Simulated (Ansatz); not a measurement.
# Exchange in Fe2TeO6 by functional

```
Fe Te O
1.0
     4.60570    0.00000    0.00000
     0.00000    4.60570    0.00000
     0.00000    0.00000    9.09230
Fe Te O
4 2 12
Direct
  0.00000 0.00000 0.33680
  0.50000 0.50000 0.83680
  0.50000 0.50000 0.16320
  0.00000 0.00000 0.66320
  0.00000 0.00000 0.00000
  0.50000 0.50000 0.50000
  0.29370 0.29370 0.00000
  0.20630 0.79370 0.50000
  0.70630 0.70630 0.00000
  0.79370 0.20630 0.50000
  0.30970 0.30970 0.33460
  0.19030 0.80970 0.83460
  0.69030 0.69030 0.33460
  0.80970 0.19030 0.83460
  0.80970 0.19030 0.16540
  0.69030 0.69030 0.66540
  0.19030 0.80970 0.16540
  0.30970 0.30970 0.66540
```

The same starts (parallel, antiparallel patterns that fit this cell, and no moments) were run with plane-wave PAW DFT (Ansatz 0.2.0; atoms fixed, collinear spin, no spin-orbit coupling; 6×6×3 Γ-centred mesh, fermi-dirac occupations of width 0.050 eV) at these levels: r2SCAN, 500 eV; r2SCAN with U_eff = 3.1 eV on Fe d (all-electron-ortho-atomic projectors), 500 eV.

Task: How do order, exchange and moments depend on the level?

Result: The runs give, at zero smearing:

```json
{"level": "r2SCAN", "lowest state": "antiparallel, compensated", "mean moment on Fe (μB)": "3.88", "parallel less best compensated antiparallel (meV per Fe)": "+143", "gain over no moments (meV per Fe)": "1598"}
{"level": "r2SCAN + U", "lowest state": "antiparallel, compensated", "mean moment on Fe (μB)": "4.01", "parallel less best compensated antiparallel (meV per Fe)": "+90", "gain over no moments (meV per Fe)": "2554"}
```

Site moments are taken in small spheres that don't touch (radius about 0.4 of the atom's shortest bond), so those of the magnetic atoms read low. Both levels favour antiparallel moments: the difference runs from +90 to +143 meV per Fe. The U weakens the coupling, as expected where exchange goes by hopping and scales with the inverse of the on-site repulsion.

The cell is that of a Crystallography Open Database entry, unchanged.

Caveats: only orders that fit this cell were tried, so the true order may need a larger cell or canted moments; atoms and cell are held at the entry's values; differences under about 5 meV per magnetic atom weren't tested against a denser mesh or another U, and are taken as unresolved; the U is a value in common use, not computed for this crystal; the state without moments isn't the paramagnet, so the last column is no ordering energy, and a U inflates it.
